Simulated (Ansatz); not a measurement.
A: BaO (rock salt), a = b = c = 5.573 Å, α = β = γ = 90.00°
B: CdSe (zinc blende), a = b = c = 6.1963 Å, α = β = γ = 90.00°
C: KTaO3 (cubic perovskite), a = b = c = 4.024 Å, α = β = γ = 90.00°

Scan: energy over volume and axial ratio (atoms clamped). All come from one method, each on a k mesh of its own. All were relaxed with their symmetry unable to fall. KTaO3 is run without spin polarisation. Spin-orbit coupling is left out.

Q: Rank these by shear modulus C′ = (C11 − C12)/2 (fitted) (lowest first), as PBE (plane waves to 420 eV, PAW, scalar-relativistic; Ansatz, an electronic-structure program) gives it.

A: B (9 GPa), A (35 GPa), C (170 GPa)

(Under strain, the slope of the energy per volume gives the stress and its curvature an elastic modulus.)
